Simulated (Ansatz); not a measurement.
Property card for Ge₃WN₅

Computed with DFT PBE, scalar-relativistic, plane waves, PAW (Ansatz).

Settings: cutoff 420 eV, Γ-centred mesh 6×6×14 on the computed 9-atom cell, Gaussian smearing of 0.10 eV; no spin polarisation.

The structure is relaxed at this level of theory with its symmetry kept, and needn't be the ground state of this composition.

```
Ge W N
1.0
     6.63378    0.00000    0.00000
    -3.31689    5.74502    0.00000
     0.00000    0.00000    2.75081
Ge W N
3 1 5
Direct
  0.46339 0.00000 0.00000
  0.00000 0.46339 0.00000
  0.53661 0.53661 0.00000
  0.00000 0.00000 0.00000
  0.22878 0.00000 0.50000
  0.00000 0.22878 0.50000
  0.77122 0.77122 0.50000
  0.33333 0.66667 0.50000
  0.66667 0.33333 0.50000
```

(1) Formation energy from the elements' standard states (uncorrected)?

(2) Kohn–Sham band gap?

(3) Density of states at the Fermi level?

(4) Orbital (Löwdin) character within 0.5 eV of the Fermi level?

(5) Bader charge by site (e)?

Spin-orbit coupling is left out, which matters for the bands of heavy elements.

## Answers

(1) +0.864 eV/atom.

(2) none (metal).

(3) 3.4 states/eV per cell.

(4) N 2p 65 %, W 5d 12 %, Ge 4s 11 %, Ge 4p 8 %.

(5) Ge (3 in the cell) 1.34, W (1 in the cell) 2.19, N (3 in the cell) -1.38, N (2 in the cell) -1.04.

The cell was found from a structure generator's guess, not taken from experiment. Löwdin shares on free-atom orbitals overweight diffuse shells.
